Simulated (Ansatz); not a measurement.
A trial structure of LiTaH4 was built thus: perovskite family, Dion-Jacobson layers, n = 1 (P4/mmm, No. 123) (A site Li; B site Ta; X site H). Its size is a rough estimate.

```cif
data_structure
_symmetry_space_group_name_H-M 'P 1'
_symmetry_Int_Tables_number 1
_cell_length_a 3.7905
_cell_length_b 3.7905
_cell_length_c 5.8676
_cell_angle_alpha 90.000
_cell_angle_beta 90.000
_cell_angle_gamma 90.000
_cell_volume 84.31
loop_
_atom_site_label
_atom_site_type_symbol
_atom_site_fract_x
_atom_site_fract_y
_atom_site_fract_z
_atom_site_occupancy
Li1 Li 0.50000 0.50000 0.50000 1
Ta1 Ta 0.00000 0.00000 0.00000 1
H1 H 0.00000 0.00000 0.67374 1
H2 H 0.50000 0.00000 0.00000 1
H3 H 0.00000 0.50000 0.00000 1
H4 H 0.00000 0.00000 0.32626 1
```

Level of theory: Ansatz, DFT PBE, scalar-relativistic, plane waves, PAW. Cutoff 420 eV, Gaussian smearing, Γ-centred meshes. Cell and atoms relax first on a coarse mesh and then on a finer one. In between, the cell is made exact in the group found at 0.06 Å. In metals the finer mesh still leaves noise of several meV/atom or more. The steps can't lower the symmetry of their start. No spin polarisation.

A guess keeps its type if space group and coordination stay and the shape of the cell changes little (axis ratios within about 15 %, angles within 6°); the volume may change.

Problem. Will the relaxed cell still be of the starting type?

Solution. It keeps its type. The symmetry stays P4/mmm (No. 123). The volume per atom shrinks by 16.9 %, from 14.1 to 11.7 Å³. The shortest distance goes from 1.90 Å (Ta–H) to 1.76 Å (Ta–H). The ratio c/a of the conventional cell changes by a factor of 1.05. Counting neighbours within 15 % of an atom's shortest distance, the start has H 2, Li 8, Ta 6 and the end H 2, Li 8, Ta 6.

The last run used a 10×10×8 mesh (in the run's order of axes) for its 6-atom cell and Gaussian smearing of 0.10 eV. These runs have no spin–orbit coupling, which can matter for Ta. Symmetry constrained the relaxation, so the result can be a saddle point.
